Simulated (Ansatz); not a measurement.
A: BeSe (zinc blende), a = b = c = 5.178 Å, α = β = γ = 90.00°
B: AlN (zinc blende), a = 4.403 Å, b = 4.403 Å, c = 4.403 Å, α = 90.00°, β = 90.00°, γ = 90.00°
C: KI (rock salt), a = 7.1813 Å, b = 7.1813 Å, c = 7.1813 Å, α = 90.00°, β = 90.00°, γ = 90.00°
D: BN (zinc blende), a = 3.625 Å, b = 3.625 Å, c = 3.625 Å, α = 90.00°, β = 90.00°, γ = 90.00°

Scan: energy over volume and axial ratio (atoms clamped). One method and one kind of scan serve all of them; meshes and ranges differ. All were relaxed with their symmetry unable to fall. Spin-orbit coupling is left out. The relaxed volume of KI is well above the measured one; the method has no dispersion term.

### Question
Order them by shear modulus C′ = (C11 − C12)/2 (fitted) (highest first) at the level PBE (plane waves to 420 eV, PAW, scalar-relativistic; Ansatz, a first-principles code).

### Answer
D (305 GPa), B (66 GPa), A (39 GPa), C (10 GPa)

(Under strain, the slope of the energy per volume gives the stress and its curvature an elastic modulus.)
